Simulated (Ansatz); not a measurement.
Two inputs for TiO2 with nitrogen replacing O

This input was run with Ansatz:

```yaml
crystal:
  lattice:
    - [4.5922, 4.5922, 0.0]
    - [-4.5922, 4.5922, 0.0]
    - [0.0, 0.0, 8.8722]
  atoms:
    - { symbol: Ti, position: [0.0, 0.0, 0.0] }
    - { symbol: Ti, position: [0.0, 0.0, 0.3333333333] }
    - { symbol: Ti, position: [0.0, 0.0, 0.6666666667] }
    - { symbol: Ti, position: [0.5, 0.5, 0.0] }
    - { symbol: Ti, position: [0.5, 0.5, 0.3333333333] }
    - { symbol: Ti, position: [0.5, 0.5, 0.6666666667] }
    - { symbol: Ti, position: [0.5, 0.0, 0.1666666667] }
    - { symbol: Ti, position: [0.5, 0.0, 0.5] }
    - { symbol: Ti, position: [0.5, 0.0, 0.8333333333] }
    - { symbol: Ti, position: [0.0, 0.5, 0.1666666667] }
    - { symbol: Ti, position: [0.0, 0.5, 0.5] }
    - { symbol: Ti, position: [0.0, 0.5, 0.8333333333] }
    - { symbol: "N", position: [0.30496, 0.0, 0.0] }
    - { symbol: O, position: [0.30496, 0.0, 0.3333333333] }
    - { symbol: O, position: [0.30496, 0.0, 0.6666666667] }
    - { symbol: O, position: [0.80496, 0.5, 0.0] }
    - { symbol: O, position: [0.80496, 0.5, 0.3333333333] }
    - { symbol: O, position: [0.80496, 0.5, 0.6666666667] }
    - { symbol: O, position: [0.5, 0.30496, 0.1666666667] }
    - { symbol: O, position: [0.5, 0.30496, 0.5] }
    - { symbol: O, position: [0.5, 0.30496, 0.8333333333] }
    - { symbol: O, position: [0.0, 0.80496, 0.1666666667] }
    - { symbol: O, position: [0.0, 0.80496, 0.5] }
    - { symbol: O, position: [0.0, 0.80496, 0.8333333333] }
    - { symbol: O, position: [0.69504, 0.0, 0.0] }
    - { symbol: O, position: [0.69504, 0.0, 0.3333333333] }
    - { symbol: O, position: [0.69504, 0.0, 0.6666666667] }
    - { symbol: O, position: [0.19504, 0.5, 0.0] }
    - { symbol: O, position: [0.19504, 0.5, 0.3333333333] }
    - { symbol: O, position: [0.19504, 0.5, 0.6666666667] }
    - { symbol: O, position: [0.5, 0.69504, 0.1666666667] }
    - { symbol: O, position: [0.5, 0.69504, 0.5] }
    - { symbol: O, position: [0.5, 0.69504, 0.8333333333] }
    - { symbol: O, position: [0.0, 0.19504, 0.1666666667] }
    - { symbol: O, position: [0.0, 0.19504, 0.5] }
    - { symbol: O, position: [0.0, 0.19504, 0.8333333333] }
total_charge: -1
kpoints:
  mp_grid: { grid: [3, 3, 2] }
scf:
  occupations: { method: methfessel_paxton, width: 5.0 }
  max_iter: 60
hamiltonian:
  xc: pbe
  pseudopotentials: { kind: paw }
output:
  forces: true
  stress: true
  populations: true
  efg:
    quadrupole_moments_barn: { Ti: 0.247, "N": 0.02044, O: -0.02558 }
    contact_densities: true
```

It converged. Of its output the block on the nuclei alone is shown, without the SCF iterations, energies, forces and stress (one atom of each set, the first 14 sets):

```
--- PAW observables at the nuclei: V_zz in 10²¹ V/m², potentials from the cell's mean, atoms counted from 1 ---
  atom   1  Ti V_zz =    -2.196757   η = 0.7973   by run symmetry: allowed   C_q = -13.1200 MHz
            electrostatic potential = -2528.518657 V   contact ρ = 56789.491146 e/Å³
  atom   2  Ti V_zz =    -2.700757   η = 0.0939   by run symmetry: allowed   C_q = -16.1301 MHz
            electrostatic potential = -2528.395632 V   contact ρ = 56788.805956 e/Å³
  atom   4  Ti V_zz =    -2.708006   η = 0.1001   by run symmetry: allowed   C_q = -16.1734 MHz
            electrostatic potential = -2528.394539 V   contact ρ = 56788.802893 e/Å³
  atom   5  Ti V_zz =    -2.694036   η = 0.0986   by run symmetry: allowed   C_q = -16.0899 MHz
            electrostatic potential = -2528.396408 V   contact ρ = 56788.798912 e/Å³
  atom   7  Ti V_zz =    -3.031102   η = 0.0901   by run symmetry: allowed   C_q = -18.1031 MHz
            electrostatic potential = -2528.516160 V   contact ρ = 56789.362241 e/Å³
  atom   8  Ti V_zz =    -2.703445   η = 0.0956   by run symmetry: allowed   C_q = -16.1461 MHz
            electrostatic potential = -2528.396714 V   contact ρ = 56788.815492 e/Å³
  atom  10  Ti V_zz =    -2.695730   η = 0.0955   by run symmetry: allowed   C_q = -16.1001 MHz
            electrostatic potential = -2528.396156 V   contact ρ = 56788.801621 e/Å³
  atom  11  Ti V_zz =    -2.696947   η = 0.0938   by run symmetry: allowed   C_q = -16.1073 MHz
            electrostatic potential = -2528.396234 V   contact ρ = 56788.798485 e/Å³
  atom  13  N  V_zz =    +2.937858   η = 0.2942   by run symmetry: allowed   C_q = +1.4520 MHz
            electrostatic potential = -516.744203 V   contact ρ = 1418.441487 e/Å³
  atom  14  O  V_zz =    +0.686044   η = 0.8149   by run symmetry: allowed   C_q = -0.4243 MHz
            electrostatic potential = -624.480527 V   contact ρ = 2157.846444 e/Å³
  atom  16  O  V_zz =    +0.658742   η = 0.9312   by run symmetry: allowed   C_q = -0.4074 MHz
            electrostatic potential = -624.474557 V   contact ρ = 2157.821153 e/Å³
  atom  17  O  V_zz =    +0.660372   η = 0.9327   by run symmetry: allowed   C_q = -0.4085 MHz
            electrostatic potential = -624.474059 V   contact ρ = 2157.820705 e/Å³
  atom  19  O  V_zz =    +0.698533   η = 0.8379   by run symmetry: allowed   C_q = -0.4321 MHz
            electrostatic potential = -624.474370 V   contact ρ = 2157.867000 e/Å³
  atom  20  O  V_zz =    +0.659395   η = 0.9343   by run symmetry: allowed   C_q = -0.4078 MHz
            electrostatic potential = -624.474342 V   contact ρ = 2157.821406 e/Å³
```

(1) Can these gradients be trusted, and how do they compare with a run on standard settings?

Results:

(1) No. Against the standard input the change is `scf.occupations`: {method: fermi_dirac, width: 0.01} → {method: methfessel_paxton, width: 5.0}; `scf.max_iter`: not typed → 60. A site carries the number of its first atom; V_zz in 10²¹ V/m².

```tsv
site	atom	V_zz standard	η standard	V_zz here	η here
Ti1	1	2.46	0.87	-2.20	0.80
Ti4	4	-2.41	0.50	-2.71	0.10
Ti5	5	-2.48	0.42	-2.69	0.10
Ti7	7	-4.39	0.49	-3.03	0.09
Ti8	8	-2.69	0.49	-2.70	0.10
Ti10	10	-1.94	0.04	-2.70	0.10
N	13	2.09	0.18	2.94	0.29
O14	14	2.21	0.72	0.69	0.81
O16	16	-2.49	0.97	0.66	0.93
O17	17	-2.48	0.98	0.66	0.93
O19	19	2.08	0.99	0.70	0.84
O20	20	2.30	0.91	0.66	0.93
O22	22	-2.66	0.92	0.74	0.81
O23	23	-2.51	1.00	0.66	0.93
O25	25	-1.58	0.55	-0.76	0.63
O26	26	2.29	0.68	0.66	0.91
O28	28	-2.51	0.96	0.68	0.92
O29	29	-2.48	0.99	0.66	0.94
```

The largest change of V_zz along a kept axis is on O22, from -2.66 to 0.74. In per cent, |V_zz| changes by -31 to +39 on Ti, +40 on N (all sites that start above 0.5, bar those whose gradient vanishes or changes sign or whose main axis turns by over 40°). Where |V_zz| stays above 0.1 and the axes keep their order, η moves most on Ti7, from 0.49 to 0.09. On Ti8, O22, O28, O23, O16, O17, Ti5, O29 and 3 more sites (not all in the table) V_xx and V_yy change places (or their axes turn by over 50°), so the two values of η hide a larger change. V_zz changes sign on O22 (same axis), O28 (same axis), O23 (same axis), O16 (same axis), O17 (same axis), O29 (same axis). On Ti1, O20, O26, O14, O19, O25 the largest principal value lies along another axis in the second run, so the two V_zz can't be compared directly. The table leaves out 2 of the 20 sites, with |V_zz| up to 2.71; their tensors move by 0.62 at most along any direction. The statements above cover all sites. Its pressure is 11 GPa, against 5 GPa in the reference run. SCF iterations: 12 and 8. The changed input holds a smearing of electronvolts, so its numbers aren't properties of the crystal.

On the reference run: The defect repeats with the cell of 36 atoms, so it feels its images: sites between two images don't show the values beside a lone defect, and zeros or small values of η there can come from the images' arrangement. O and Ti carry a gradient in the pure host already, so the values there aren't the defect's effect alone. A uniform background compensates the cell's charge. The neighbours have not yet relaxed around the defect (largest force 2.4 eV/Å), so a real crystal will differ.
